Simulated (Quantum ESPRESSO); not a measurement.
```
K2BrOH
1.0
    6.83197     0.00000     0.00000
    0.00000     4.31705     0.00000
   -2.67617     0.00000     8.16601
H O K Br
2 2 4 2
Direct
  0.16382   0.25000   0.78867
  0.83618   0.75000   0.21133
  0.31419   0.25000   0.82719
  0.68581   0.75000   0.17281
  0.29089   0.75000   0.03545
  0.70911   0.25000   0.96455
  0.70577   0.25000   0.38377
  0.29423   0.75000   0.61623
  0.18058   0.25000   0.30009
  0.81942   0.75000   0.69991
```

The geometry is that of Materials Project entry mp-24589, symmetrised and not relaxed again.

Task: What does LDA (pw.x of Quantum ESPRESSO, ONCV potentials, without SOC) give for the electronic structure near the Fermi level?

Result: The LDA gap is direct, 3.23 eV at Γ. Spin-orbit splittings are left out.

The structure is a Materials Project entry; no match was found in the copy of COD used, and its stability was not checked.
